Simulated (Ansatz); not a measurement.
## Fe (Fmmm): exchange couplings and spin waves by the force theorem

These are results of DFT, LDA, PAW with Ansatz's default frozen-core files, scalar-relativistic in Ansatz 0.2.0, not measurements.

Command: `ansatz run input.yaml --threads 2 --pin off --max-ram 5120MiB --backend cpu --events-out ev --progress --plain --runs-dir out`

```yaml
crystal:
  lattice:
    - [0.0, 1.9417396906, 1.9651051623]
    - [1.4984397099, 0.0, 1.9651051623]
    - [1.4984397099, 1.9417396906, 0.0]
  atoms:
    - { symbol: Fe, position: [0.0, 0.0, 0.0], spin: 2.2 }
magnetization:
  spin_polarized: true
kpoints:
  mp_grid: { grid: [12, 12, 12] }
  band_path:
    path:
      - [0.0, 0.0, 0.0]
      - [0.5, 0.0, 0.5]
      - [0.5, 0.246480624, 0.746480624]
      - [0.5, 0.753519376, 0.253519376]
      - [0.5, 0.5, 0.0]
      - [0.9257107586, 0.5, 0.4257107586]
      - [0.0742892414, 0.5, 0.5742892414]
      - [0.0, 0.5, 0.5]
      - [0.076087883, 0.576087883, 0.5]
    npoints: 8
scf:
  occupations: { method: fermi_dirac, width: 0.1 }
  lower_state_search: "off"
hamiltonian:
  xc: lda
  pseudopotentials: { kind: paw }
output:
  eigenvalues: false
  eigenstates:
    nscf_kmesh: { grid: [12, 12, 12] }
    top_band: c10
    exchange_couplings: { magnetic: [{ species: Fe }] }
```

The program prints:

```
settings of this run that can trade accuracy for cost: output.eigenvalues: false. Do not mix this run's numbers with those of runs without the same settings; the input reference describes each key
Engine: ansatz 0.2.0
Pseudopotentials: kind: paw
Pseudopotential: Fe, paw, valence charge 16, recommended cutoff 420 eV (normal), Fe.paw.azcp
Functional definition: SPW92
  exchange = slater_x
  correlation = pw_c
Crystal: 1 atoms, lattice volume = 11.435 Å³
Basis set: ecut = 420 eV, 221 PW (Γ)
Bands: 14, of which v1, the nominal top of the filled ones, is band 8 counted from 1 (7 counted from 0)
Symmetry: 8 space group operations
Space group: Fmmm (ITA 69), of the structure as read, at distance tolerance 2.3e-5 Å
Magnetic group: BNS 69.521 (UNI 619), of the structure as read, at distance tolerance 2.3e-5 Å
k-points: 280 of 1728
Non-local potential: Fe, projectors of the file, l = 0: 3, l = 1: 2, l = 2: 3, l = 3: 1
PAW form: soft (Blöchl's): semilocal exchange-correlation on the pseudo side does not see the compensation charge
PAW frozen core: Fe, regenerated for the run's functional, and the local potential with it (the file was generated under x = pbe(κ = 0.804, μ = 0.2195149727645171), c = pbe(β = 0.06672455060314922))
PAW one-centre angular grid: Fe, 590 points (default); XC on 64 Gauss nodes
Initial density: superposition of atomic densities (chi_scale 0.1, normalization cell)
Starting moments: Σ|m| = 2.2 μB on 1 of 1 site
Initial wavefunctions: pseudopotential atomic-orbital guess
Functional: x = slater, c = lda
SCF iter   1: F=—  HF=-4419.915228 eV  |F-HF|=—  |Δ(HF+E_count)|=         —  Δρ=5.97e-2 (↑4.10e-2 ↓5.97e-2)  dr2=5.61e-1  dr2_m=5.44e-2  M=2.050 μB ∫|m|=2.061 μB  β_m=1.00  ethr=3.10e-3  ⟨swp⟩=4.7  Hψ=37169  notcnv=0
preconditioner: auto → none  [metal: Δε(μ)=0.002 eV  Ē_g=14.675 eV  σ=0.100 eV  W_gap=0.01  n_scr=0 (ndim 8)  ℏωp=31.1 eV  f_vac=0.000  D(μ)=1.17/eV (n_scr^D=14)]
SCF iter   2: F=—  HF=-4419.852805 eV  |F-HF|=—  |Δ(HF+E_count)|=   6.24e-2  Δρ=1.98e-2 (↑1.98e-2 ↓1.41e-2)  dr2=7.89e-3  dr2_m=2.65e-2  M=2.107 μB ∫|m|=2.147 μB  β_m=1.00  ethr=3.10e-3  ⟨swp⟩=2.0  Hψ=15101  notcnv=0  defer=256
SCF iter   3: F=—  HF=-4419.835928 eV  |F-HF|=—  |Δ(HF+E_count)|=   1.69e-2  Δρ=7.51e-3 (↑5.38e-3 ↓7.51e-3)  dr2=6.97e-3  dr2_m=2.24e-4  M=2.108 μB ∫|m|=2.156 μB  β_m=1.00  ethr=4.93e-5  ⟨swp⟩=2.0  Hψ=15246  notcnv=0  defer=256
SCF iter   4: F=—  HF=-4419.846124 eV  |F-HF|=—  |Δ(HF+E_count)|=   1.02e-2  Δρ=3.14e-3 (↑3.14e-3 ↓1.14e-3)  dr2=3.96e-4  dr2_m=4.48e-4  M=2.120 μB ∫|m|=2.171 μB  β_m=1.00  ethr=4.36e-5  ⟨swp⟩=2.0  Hψ=13089  notcnv=0  defer=256
[...]
SCF iter   7: F=—  HF=-4419.869678 eV  |F-HF|=—  |Δ(HF+E_count)|=   4.55e-3  Δρ=1.69e-3 (↑1.69e-3 ↓1.31e-3)  dr2=1.05e-5  dr2_m=2.34e-4  M=2.139 μB ∫|m|=2.194 μB  β_m=0.65  ethr=5.83e-8  ⟨swp⟩=2.0  Hψ=12215  notcnv=0  defer=256
SCF iter   8: F=—  HF=-4419.874485 eV  |F-HF|=—  |Δ(HF+E_count)|=   4.81e-3  Δρ=1.83e-3 (↑1.01e-3 ↓1.83e-3)  dr2=5.39e-5  dr2_m=2.10e-4  M=2.156 μB ∫|m|=2.214 μB  β_m=0.82  ethr=5.83e-8  ⟨swp⟩=3.1  Hψ=14121  notcnv=0  defer=256
SCF iter   9: F=—  HF=-4419.874849 eV  |F-HF|=—  |Δ(HF+E_count)|=   3.64e-4  Δρ=3.29e-3 (↑3.29e-3 ↓1.04e-3)  dr2=1.29e-3  dr2_m=1.51e-4  M=2.165 μB ∫|m|=2.224 μB  β_m=0.56  ethr=5.83e-8  ⟨swp⟩=3.0  Hψ=14574  notcnv=0  defer=256  recentre
SCF iter  10: F=—  HF=-4419.874548 eV  |F-HF|=—  |Δ(HF+E_count)|=   3.01e-4  Δρ=1.57e-4 (↑1.36e-4 ↓1.57e-4)  dr2=1.04e-7  dr2_m=2.19e-6  M=2.164 μB ∫|m|=2.223 μB  β_m=0.78  ethr=5.83e-8  ⟨swp⟩=3.0  Hψ=14653  notcnv=0  defer=256
SCF iter  11: F=—  HF=-4419.874549 eV  |F-HF|=—  |Δ(HF+E_count)|=   1.42e-6  Δρ=5.75e-5 (↑5.75e-5 ↓4.70e-5)  dr2=1.32e-7  dr2_m=2.39e-7  M=2.164 μB ∫|m|=2.224 μB  β_m=0.89  ethr=6.25e-10  ⟨swp⟩=5.3  Hψ=29133  notcnv=0
SCF iter  12: F=-4419.874549 eV  HF=-4419.874549 eV  |F-HF|=1.45e-9  |Δ(HF+E_count)|=   1.57e-7  Δρ=4.89e-6 (↑2.99e-6 ↓4.89e-6)  dr2=1.81e-9  dr2_m=7.97e-10  M=2.164 μB ∫|m|=2.224 μB  ethr=6.25e-10  ⟨swp⟩=1.3  Hψ=23782  notcnv=0
SCF 1 converged in 12 iterations: F = -4419.874549 eV  dr2 = 1.81e-9
  greatest PAW one-centre occupation: 1.003 electrons in one spin orbital (limit 2), on the Fe atom at site 0 (counted from 0), in its partial waves of l = 1
NSCF: frozen V_eff on 65 k-points
NSCF: frozen V_eff on 280 k-points
Exchange couplings: 0 of 2 parts done
Exchange couplings: 1 of 2 parts done
Exchange couplings: 0 of 10 parts done
Exchange couplings: 1 of 10 parts done
Exchange couplings: 2 of 10 parts done
Exchange couplings: 3 of 10 parts done
Exchange couplings: 4 of 10 parts done
Exchange couplings: 5 of 10 parts done
Exchange couplings: 6 of 10 parts done
Exchange couplings: 7 of 10 parts done
Exchange couplings: 8 of 10 parts done
Exchange couplings: 9 of 10 parts done
SCF converged after 12 iterations
Magnetization: 2.1644 μB (9.0822 up, 6.9178 down)
Absolute magnetization: 2.2241 μB (∫|ρ↑−ρ↓|, with the PAW one-centre terms)
Spin contamination: 0.0238 ħ² per cell (⟨S²⟩ above its minimum at these occupations)
Per-site moments (μB) at R_I (Å): [(2.174725505642596, 1.011733477502028)]
Free energy (F): -4419.874549 eV
Harris-Foulkes:  -4419.874549 eV  (|F-HF|=1.45e-9)
Internal energy: -4419.840697 eV  (E = F + TS)
E sigma→0 (E₀):  -4419.857623 eV
Entropy (-TS):   -0.033852 eV (-33.852 meV/atom)
Fermi energy:    18.040754 eV
--- Per-component energies (eV) ---
  E_band       = -216.303623
  E_kinetic    = 350.772578
  E_local      = -2076.445685  (includes V_loc(G=0)·N_el)
  E_nonlocal   = 222.481341
  E_hartree    = 868.394096
  E_xc         = -117.051117
  E_vxc        = -151.486908  (∫ρ·V_xc dr)
  E_paw        = -1305.509391  (= ΣΔE_a)
  E_vpaw       = -298.416302  (= ΣTr[D̂ρ^β])
  E_aug_tail   = 0.000924  (compensation charges beyond the density's cutoff)
  E_ewald      = -2362.884979
  E_core_change = 0.401536  (= ΣΔE_core)
  E_smearing   = -0.033852  (= −TS)
  E_closure    = 0.000000  (closes the sum)
  Σ components = -4419.874549   (vs F -4419.874549, Δ=0.00e0)
--- Band table (eV; the first three rows and the last of 560) ---
  k-point 0 ↑: bands = ["-69.2545", "-35.4356", "-35.4327", "-35.4214", "9.4242", "15.5535", "15.6526", "16.0149", "16.8102", "17.2263", "41.1314", "42.6226", "42.8822", "47.2225"]
  k-point 1 ↑: bands = ["-69.2493", "-35.4607", "-35.4380", "-35.4280", "9.7039", "15.5676", "15.6615", "16.0657", "16.7660", "17.1935", "40.1346", "41.8233", "42.6131", "46.2232"]
  k-point 2 ↑: bands = ["-69.2348", "-35.5379", "-35.4597", "-35.4301", "10.5016", "15.5093", "15.5688", "16.3980", "16.6935", "17.1435", "36.9135", "40.6314", "42.2534", "45.1634"]
  k-point 279 ↓: bands = ["-66.7002", "-33.4578", "-33.1889", "-33.0396", "14.3437", "15.8571", "19.1027", "19.7415", "19.8735", "20.5993", "27.0810", "35.3215", "36.9108", "41.0496"]
settings of this run that can trade accuracy for cost: output.eigenvalues: false. Do not mix this run's numbers with those of runs without the same settings; the input reference describes each key
```

exchange_couplings.tsv:

```
# site	partner	cell_1	cell_2	cell_3	displacement_x_ang	displacement_y_ang	displacement_z_ang	distance_ang	coupling_mev
# format = ansatz-exchange-couplings/3
# nscf_kmesh_grid = 12 12 12
# n_bands = 18
# mesh_fermi_ev = 18.041
# occupation_method = fermi_dirac
# smearing_width_ev = 0.1
# xc_rung = lda
# a1_ang = 0 1.9417 1.9651
# a2_ang = 1.4984 0 1.9651
# a3_ang = 1.4984 1.9417 0
# atom = 0 Fe magnetic 0 0 0 2.1697 2.5806 0.021134 1
# moments = constrained
# kernel_scale = 1.0024
# constrained_moments_mub = 2.1782
# turning_moments_mub = 2.1697
# field_residual = 0.0027038
# moved_by_upper_bands = 0.0058637
# mean_field_moved_by_upper_bands = 0.0068109
# mean_field_temperature_k = 964.89
# mean_field_q_frac = 0 0 0
# ordering_temperature_k = 583.67
# no_stiffness = unsettled
# whole_within_ang = 14.716
0	0	-1	1	0	1.4984	-1.9417	0	2.4527	15.07
0	0	0	0	-1	-1.4984	-1.9417	0	2.4527	15.07
0	0	0	0	1	1.4984	1.9417	0	2.4527	15.07
0	0	1	-1	0	-1.4984	1.9417	0	2.4527	15.07
0	0	-1	0	1	1.4984	0	-1.9651	2.4712	13.883
0	0	0	-1	0	-1.4984	0	-1.9651	2.4712	13.883
0	0	0	1	0	1.4984	0	1.9651	2.4712	13.883
0	0	1	0	-1	-1.4984	0	1.9651	2.4712	13.883
0	0	-1	0	0	0	-1.9417	-1.9651	2.7626	5.8108
0	0	0	-1	1	0	1.9417	-1.9651	2.7626	5.8108
0	0	0	1	-1	0	-1.9417	1.9651	2.7626	5.8108
0	0	1	0	0	0	1.9417	1.9651	2.7626	5.8108
0	0	-1	1	1	2.9969	0	0	2.9969	9.7255
0	0	1	-1	-1	-2.9969	0	0	2.9969	9.7255
0	0	-1	1	-1	0	-3.8835	0	3.8835	-0.19323
0	0	1	-1	1	0	3.8835	0	3.8835	-0.19323
0	0	-1	-1	1	0	0	-3.9302	3.9302	-0.041257
0	0	1	1	-1	0	0	3.9302	3.9302	-0.041257
0	0	-2	1	1	2.9969	-1.9417	-1.9651	4.0759	-0.29039
0	0	-1	0	2	2.9969	1.9417	-1.9651	4.0759	-0.29039
0	0	-1	2	0	2.9969	-1.9417	1.9651	4.0759	-0.29039
[...]
```

magnon_bands.tsv:

```
# distance_inv_ang	q_1	q_2	q_3	is_on_mesh	least_cost_mev	mode	energy_mev	sense
# format = ansatz-magnon-bands/1
# nscf_kmesh_grid = 12 12 12
# whole_turn_by_bands_mev = 10.567
# magnetic_atoms = 0
# least_rotation_mev = 3.4227
# least_rotation_q_frac = 0.083333 0.083333 0
# least_rotation_pattern = 1 0
0	0	0	0	1	0	1	0	1
0.20224	0.0625	0	0.0625	0	2.2771	1	4.198	1
0.40448	0.125	0	0.125	0	9.2559	1	17.064	1
0.60672	0.1875	0	0.1875	0	17.541	1	32.339	1
0.80896	0.25	0	0.25	1	29.669	1	54.697	1
1.0112	0.3125	0	0.3125	0	53.21	1	98.098	1
1.2134	0.375	0	0.375	0	87.963	1	162.17	1
1.4157	0.4375	0	0.4375	0	119.08	1	219.54	1
1.6179	0.5	0	0.5	1	132.62	1	244.5	1
1.7471	0.5	0.03081	0.53081	0	133.65	1	246.39	1
1.8763	0.5	0.06162	0.56162	0	136.01	1	250.75	1
2.0055	0.5	0.09243	0.59243	0	137.95	1	254.32	1
2.1347	0.5	0.12324	0.62324	0	141.03	1	260.01	1
2.2639	0.5	0.15405	0.65405	0	149.31	1	275.27	1
2.3931	0.5	0.18486	0.68486	0	161.8	1	298.29	1
2.5223	0.5	0.21567	0.71567	0	173.79	1	320.39	1
2.6515	0.5	0.24648	0.74648	0	179.39	1	330.73	1
2.9358	0.5	0.30986	0.68486	0	169.35	1	312.22	1
3.2201	0.5	0.37324	0.62324	0	153.9	1	283.72	1
3.5045	0.5	0.43662	0.56162	0	145.28	1	267.84	1
3.7888	0.5	0.5	0.5	1	148.05	1	272.94	1
4.0732	0.5	0.56338	0.43838	0	145.28	1	267.84	1
4.3575	0.5	0.62676	0.37676	0	153.9	1	283.72	1
4.6418	0.5	0.69014	0.31514	0	169.35	1	312.22	1
4.9262	0.5	0.75352	0.25352	0	179.39	1	330.73	1
5.0591	0.5	0.72183	0.22183	0	174.05	1	320.87	1
5.1919	0.5	0.69014	0.19014	0	160.55	1	296	1
5.3248	0.5	0.65845	0.15845	0	145.9	1	268.98	1
5.4577	0.5	0.62676	0.12676	0	135.67	1	250.11	1
5.5906	0.5	0.59507	0.09507	0	130.81	1	241.16	1
5.7235	0.5	0.56338	0.06338	0	126.81	1	233.78	1
5.8563	0.5	0.53169	0.03169	0	122.5	1	225.84	1
5.9892	0.5	0.5	0	1	120.72	1	222.57	1
6.1614	0.55321	0.5	0.053214	0	129.71	1	239.13	1
6.3336	0.60643	0.5	0.10643	0	148.37	1	273.53	1
6.5058	0.65964	0.5	0.15964	0	168.92	1	311.43	1
6.678	0.71286	0.5	0.21286	0	191.02	1	352.17	1
[...]
```

In the table E = −Σ J e_i·e_j over ordered pairs, so positive J favours parallel moments; the file's long notes are left out. Convergence in k wasn't tested.

Site moments (μB): Fe 2.17. Cell moment 2.16 μB.

The magnetic group in the log treats spin as a scalar label, without spin–orbit coupling.

The PAW files were made with PBE; the program remakes their cores once for the run's functional and then keeps them frozen. The Ansatz runs typed with the search for lower states off end where their start leads. These are results for the start and cell typed. The real compound can order otherwise, in a larger cell, or not at all, since semilocal functionals without spin fluctuations often overstate magnetism; near a collapse of the moment, mesh and smearing move it by tens of per cent.

It took 94 s on 2 threads of Arm Neoverse V1, on a shared host, peak memory 0.49 GiB.
